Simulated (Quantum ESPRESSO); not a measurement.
# Computed records: AlAgPdW5 (simulated cell), AlAgSnMo5 (simulated cell)

Calculation on a made-up metal alloy cell, not a measurement: no spin or spin-orbit, unrelaxed, 2900 K smearing, stress positive in tension, cell energy less fitted offsets; periodic Kohn-Sham density functional theory in plane waves with PseudoDojo standard norm-conserving scalar-relativistic pseudopotentials, each functional with its own files (v0.5 for PBE, v0.4.1 for LDA and PBEsol), eight atoms on drawn sites of a strained close-packed or body-centred lattice, each displaced and held fixed; the energy is the cell's free energy, ions and the entropy term -TS included, at the stated Fermi-Dirac width, less a fixed offset for each atom's element (shifted free energy); compositions with an open d shell lost a parallel starting moment in a cheaper test run, and other magnetic orders were not tried; an error bar is the largest change of its kind in a tighter rerun, never given below 0.002 eV, 0.02 GPa or 0.003 eV/angstrom, and covers cutoff and k-mesh only, not smearing or the files. Program: Quantum ESPRESSO 7.5.

Common to all runs: functional pbe; cutoff 1116 eV; fermi dirac smearing 0.25 eV; electrons removed 0.

Notes on all entries: a spin test at this wide smearing found no moment, but such smearing suppresses magnetism that the real alloy may have; lattice, volume and sites are drawn at random and may be unstable or far from any real phase; energies are for the whole cell, less offsets fitted to these runs, so they are not formation energies.

(1) AlAgPdW5 (simulated cell)

```cif
# cell vector a (Å): -3.8443 -0.0131 0.0127
# cell vector b (Å): -1.9289 -3.9371 -1.9765
# cell vector c (Å): -1.9543 -3.9553 5.9912
data_AlAgPdW5
_symmetry_space_group_name_H-M 'P 1'
_symmetry_Int_Tables_number 1
_cell_length_a 3.8443
_cell_length_b 4.8092
_cell_length_c 7.4403
_cell_angle_alpha 77.900
_cell_angle_beta 74.506
_cell_angle_gamma 66.264
_cell_volume 120.53
loop_
_atom_site_label
_atom_site_type_symbol
_atom_site_fract_x
_atom_site_fract_y
_atom_site_fract_z
_atom_site_occupancy
W1 W 0.99249 0.98464 0.00019 1
W2 W 0.99466 0.51401 0.49940 1
Al1 Al 0.25758 0.36897 0.12699 1
W3 W 0.21103 0.89546 0.63910 1
W4 W 0.46363 0.27529 0.75114 1
Pd1 Pd 0.49946 0.77188 0.24461 1
W5 W 0.74103 0.12546 0.38180 1
Ag1 Ag 0.73684 0.61297 0.88851 1
```

Settings of this run: lattice type face-centred cubic, run command mpirun -np 4 pw.x -nk 4 -in in, run processor AMD EPYC, Zen 5, virtual cores and k mesh 7 x 5 x 3 shifted half a step off Gamma on each axis.

Results for AlAgPdW5 (simulated cell): entropy term negative ts -1.279 eV; pressure 18.31 GPa; stress xx -19.89 GPa; stress yy -19.65 GPa; stress zz -15.38 GPa; stress yz -1.01 GPa; stress xz -1.12 GPa; stress xy 0.45 GPa; shifted free energy 0.458 eV.

Atoms:
| atoms element | atom site | atom energy offset (eV) |
| --- | --- | --- |
| W | 1 | -2063.48 |
| W | 2 | -2063.48 |
| Al | 3 | -63.26 |
| W | 4 | -2063.48 |
| W | 5 | -2063.48 |
| Pd | 6 | -3687.45 |
| W | 7 | -2063.48 |
| Ag | 8 | -4218.03 |

Forces:
| site | x (eV/Å) | y (eV/Å) | z (eV/Å) |
| --- | --- | --- | --- |
| 1 | -0.51 | -1.307 | -0.564 |
| 2 | 0.536 | 0.15 | 0.012 |
| 3 | 0.409 | -0.217 | 0.394 |
| 4 | -0.473 | 0.659 | -0.855 |
| 5 | -0.648 | 0.88 | 1.035 |
| 6 | 0.513 | 0.571 | 0.957 |
| 7 | -0.144 | -0.328 | -0.843 |
| 8 | 0.317 | -0.407 | -0.137 |

Notes: heavy elements are run without spin-orbit coupling, which real alloys of them have; error bars: energy 0.0055 eV, stress 0.065 GPa, force 0.0059 eV/Å, from a tighter rerun of a related cell, whose elements or sites may differ; 19 SCF iterations, 159 s of wall time on a shared machine.

(2) AlAgPdW5 (simulated cell)

```cif
# cell vector a (Å): -3.8443 -0.0131 0.0127
# cell vector b (Å): -1.9289 -3.9371 -1.9765
# cell vector c (Å): -1.9543 -3.9553 5.9912
data_AlAgPdW5
_symmetry_space_group_name_H-M 'P 1'
_symmetry_Int_Tables_number 1
_cell_length_a 3.8443
_cell_length_b 4.8092
_cell_length_c 7.4403
_cell_angle_alpha 77.900
_cell_angle_beta 74.506
_cell_angle_gamma 66.264
_cell_volume 120.53
loop_
_atom_site_label
_atom_site_type_symbol
_atom_site_fract_x
_atom_site_fract_y
_atom_site_fract_z
_atom_site_occupancy
Ag1 Ag 0.99249 0.98464 0.00019 1
W1 W 0.99466 0.51401 0.49940 1
Pd1 Pd 0.25758 0.36897 0.12699 1
W2 W 0.21103 0.89546 0.63910 1
W3 W 0.46363 0.27529 0.75114 1
Al1 Al 0.49946 0.77188 0.24461 1
W4 W 0.74103 0.12546 0.38180 1
W5 W 0.73684 0.61297 0.88851 1
```

Here we set lattice type face-centred cubic, run command mpirun -np 4 pw.x -nk 4 -in in, run processor AMD EPYC, Zen 5, virtual cores and k mesh 7 x 5 x 3 shifted half a step off Gamma on each axis.

The calculation gives: entropy term negative ts -1.374 eV; pressure 18.73 GPa; stress xx -16.69 GPa; stress yy -17.51 GPa; stress zz -21.98 GPa; stress yz 3.74 GPa; stress xz -1.2 GPa; stress xy 0.11 GPa; shifted free energy 0.368 eV.

Atoms:
| atoms element | atom site | atom energy offset (eV) |
| --- | --- | --- |
| Ag | 1 | -4218.03 |
| W | 2 | -2063.48 |
| Pd | 3 | -3687.45 |
| W | 4 | -2063.48 |
| W | 5 | -2063.48 |
| Al | 6 | -63.26 |
| W | 7 | -2063.48 |
| W | 8 | -2063.48 |

Forces:
| site | x (eV/Å) | y (eV/Å) | z (eV/Å) |
| --- | --- | --- | --- |
| 1 | -0.274 | -1.401 | 0.657 |
| 2 | 0.481 | 0.163 | -1.172 |
| 3 | 0.594 | -0.322 | 0.669 |
| 4 | -0.406 | 1.111 | -0.778 |
| 5 | -0.525 | -0.143 | 1.749 |
| 6 | 0.315 | 0.374 | 0.741 |
| 7 | -0.146 | -0.851 | -0.223 |
| 8 | -0.039 | 1.07 | -1.643 |

Notes: heavy elements are run without spin-orbit coupling, which real alloys of them have; error bars: energy 0.0055 eV, stress 0.065 GPa, force 0.0059 eV/Å, from a tighter rerun of a related cell, whose elements or sites may differ; 18 SCF iterations, 155 s of wall time on a shared machine.

(3) AlAgSnMo5 (simulated cell)

```cif
# cell vector a (Å): 0.0000 0.0000 4.7892
# cell vector b (Å): 5.8096 0.0000 0.0000
# cell vector c (Å): -2.9048 5.0313 0.0000
data_AlAgSnMo5
_symmetry_space_group_name_H-M 'P 1'
_symmetry_Int_Tables_number 1
_cell_length_a 4.7892
_cell_length_b 5.8096
_cell_length_c 5.8096
_cell_angle_alpha 120.000
_cell_angle_beta 90.000
_cell_angle_gamma 90.000
_cell_volume 139.99
loop_
_atom_site_label
_atom_site_type_symbol
_atom_site_fract_x
_atom_site_fract_y
_atom_site_fract_z
_atom_site_occupancy
Sn1 Sn 0.01595 0.02517 0.00064 1
Ag1 Ag 0.03548 0.96040 0.47998 1
Mo1 Mo 0.02520 0.47178 0.98736 1
Mo2 Mo 0.98330 0.49639 0.49005 1
Mo3 Mo 0.47325 0.16160 0.34214 1
Mo4 Mo 0.48363 0.18257 0.85739 1
Al1 Al 0.57991 0.66972 0.35072 1
Mo5 Mo 0.50566 0.66365 0.84094 1
```

Settings of this run: lattice type hexagonal close-packed, run command pw.x -nk 1 -in in, run processor AMD EPYC, Zen 5, virtual cores and k mesh 5 x 5 x 5 shifted half a step off Gamma on each axis.

It finds entropy term negative ts -1.525 eV; pressure -4.33 GPa; stress xx 0.84 GPa; stress yy 8.38 GPa; stress zz 3.78 GPa; stress yz -1.52 GPa; stress xz -1.55 GPa; stress xy 1.41 GPa; shifted free energy 0.218 eV.

Atoms:
| atoms element | atom site | atom energy offset (eV) |
| --- | --- | --- |
| Sn | 1 | -2144.16 |
| Ag | 2 | -4218.03 |
| Mo | 3 | -1911.95 |
| Mo | 4 | -1911.95 |
| Mo | 5 | -1911.95 |
| Mo | 6 | -1911.95 |
| Al | 7 | -63.26 |
| Mo | 8 | -1911.95 |

Forces:
| site | x (eV/Å) | y (eV/Å) | z (eV/Å) |
| --- | --- | --- | --- |
| 1 | -2.774 | -0.17 | -1.633 |
| 2 | 0.828 | 0.144 | -0.637 |
| 3 | 1.885 | -0.182 | 0.019 |
| 4 | -1.793 | 0.851 | 1.333 |
| 5 | 0.801 | 0.871 | 1.52 |
| 6 | 0.882 | -0.759 | 1.633 |
| 7 | 0.636 | -0.482 | -2.217 |
| 8 | -0.466 | -0.274 | -0.018 |

Notes: the tin pseudopotential is less sure than most, with forces differing by about three percent from a second method on plain tin; error bars: energy 0.0032 eV, stress 0.027 GPa, force 0.011 eV/Å, from a tighter rerun of a related cell, whose elements or sites may differ; 15 SCF iterations, 1445 s of wall time on a shared machine.

(4) AlAgSnMo5 (simulated cell)

```cif
# cell vector a (Å): 0.0000 0.0000 4.7892
# cell vector b (Å): 5.8096 0.0000 0.0000
# cell vector c (Å): -2.9048 5.0313 0.0000
data_AlAgSnMo5
_symmetry_space_group_name_H-M 'P 1'
_symmetry_Int_Tables_number 1
_cell_length_a 4.7892
_cell_length_b 5.8096
_cell_length_c 5.8096
_cell_angle_alpha 120.000
_cell_angle_beta 90.000
_cell_angle_gamma 90.000
_cell_volume 139.99
loop_
_atom_site_label
_atom_site_type_symbol
_atom_site_fract_x
_atom_site_fract_y
_atom_site_fract_z
_atom_site_occupancy
Sn1 Sn 0.01595 0.02517 0.00064 1
Mo1 Mo 0.03548 0.96040 0.47998 1
Ag1 Ag 0.02520 0.47178 0.98736 1
Mo2 Mo 0.98330 0.49639 0.49005 1
Mo3 Mo 0.47325 0.16160 0.34214 1
Mo4 Mo 0.48363 0.18257 0.85739 1
Al1 Al 0.57991 0.66972 0.35072 1
Mo5 Mo 0.50566 0.66365 0.84094 1
```

Here we set lattice type hexagonal close-packed, run command pw.x -nk 1 -in in, run processor AMD EPYC, Zen 5, virtual cores and k mesh 5 x 5 x 5 shifted half a step off Gamma on each axis.

The calculation gives: entropy term negative ts -1.564 eV; pressure -4.73 GPa; stress xx 4.86 GPa; stress yy 8.2 GPa; stress zz 1.12 GPa; stress yz -0.66 GPa; stress xz 1.11 GPa; stress xy -0.14 GPa; shifted free energy 0.35 eV.

Atoms:
| atoms element | atom site | atom energy offset (eV) |
| --- | --- | --- |
| Sn | 1 | -2144.16 |
| Mo | 2 | -1911.95 |
| Ag | 3 | -4218.03 |
| Mo | 4 | -1911.95 |
| Mo | 5 | -1911.95 |
| Mo | 6 | -1911.95 |
| Al | 7 | -63.26 |
| Mo | 8 | -1911.95 |

Forces:
| site | x (eV/Å) | y (eV/Å) | z (eV/Å) |
| --- | --- | --- | --- |
| 1 | -2.328 | -0.385 | -1.572 |
| 2 | 0.592 | 0.591 | 0.255 |
| 3 | 1.707 | -0.293 | -1.049 |
| 4 | -0.415 | 1.815 | 1.464 |
| 5 | 0.024 | 0.617 | 1.317 |
| 6 | 0.274 | -1.398 | 1.956 |
| 7 | 0.588 | -0.448 | -2.385 |
| 8 | -0.442 | -0.499 | 0.015 |

Notes: the tin pseudopotential is less sure than most, with forces differing by about three percent from a second method on plain tin; error bars: energy 0.0032 eV, stress 0.027 GPa, force 0.011 eV/Å, from a tighter rerun of a related cell, whose elements or sites may differ; 17 SCF iterations, 1636 s of wall time on a shared machine.

(5) AlAgSnMo5 (simulated cell)

```cif
# cell vector a (Å): 0.0000 0.0000 4.7892
# cell vector b (Å): 5.8096 0.0000 0.0000
# cell vector c (Å): -2.9048 5.0313 0.0000
data_AlAgSnMo5
_symmetry_space_group_name_H-M 'P 1'
_symmetry_Int_Tables_number 1
_cell_length_a 4.7892
_cell_length_b 5.8096
_cell_length_c 5.8096
_cell_angle_alpha 120.000
_cell_angle_beta 90.000
_cell_angle_gamma 90.000
_cell_volume 139.99
loop_
_atom_site_label
_atom_site_type_symbol
_atom_site_fract_x
_atom_site_fract_y
_atom_site_fract_z
_atom_site_occupancy
Sn1 Sn 0.01595 0.02517 0.00064 1
Mo1 Mo 0.03548 0.96040 0.47998 1
Mo2 Mo 0.02520 0.47178 0.98736 1
Ag1 Ag 0.98330 0.49639 0.49005 1
Mo3 Mo 0.47325 0.16160 0.34214 1
Mo4 Mo 0.48363 0.18257 0.85739 1
Al1 Al 0.57991 0.66972 0.35072 1
Mo5 Mo 0.50566 0.66365 0.84094 1
```

Settings of this run: lattice type hexagonal close-packed, run command mpirun -np 4 pw.x -nk 4 -in in, run processor Intel Xeon, 2023 or later, virtual cores and k mesh 5 x 5 x 5 shifted half a step off Gamma on each axis.

Results for AlAgSnMo5 (simulated cell): entropy term negative ts -1.546 eV; pressure -4.71 GPa; stress xx 2.71 GPa; stress yy 8.19 GPa; stress zz 3.23 GPa; stress yz 0.15 GPa; stress xz -1.22 GPa; stress xy 0.1 GPa; shifted free energy 0.19 eV.

Atoms:
| atoms element | atom site | atom energy offset (eV) |
| --- | --- | --- |
| Sn | 1 | -2144.16 |
| Mo | 2 | -1911.95 |
| Mo | 3 | -1911.95 |
| Ag | 4 | -4218.03 |
| Mo | 5 | -1911.95 |
| Mo | 6 | -1911.95 |
| Al | 7 | -63.26 |
| Mo | 8 | -1911.95 |

Forces:
| site | x (eV/Å) | y (eV/Å) | z (eV/Å) |
| --- | --- | --- | --- |
| 1 | -2.882 | 0.083 | -1.585 |
| 2 | 2.01 | -0.441 | 0.364 |
| 3 | 2.679 | -0.341 | 0.19 |
| 4 | -1.201 | 1.024 | 0.829 |
| 5 | -0.427 | 0.865 | 0.941 |
| 6 | 0.303 | -1.048 | 1.454 |
| 7 | 0.305 | -0.389 | -1.997 |
| 8 | -0.788 | 0.248 | -0.197 |

Notes: the tin pseudopotential is less sure than most, with forces differing by about three percent from a second method on plain tin; error bars: energy 0.0032 eV, stress 0.027 GPa, force 0.011 eV/Å, from a tighter rerun of a related cell, whose elements or sites may differ; 15 SCF iterations, 181 s of wall time on a shared machine.
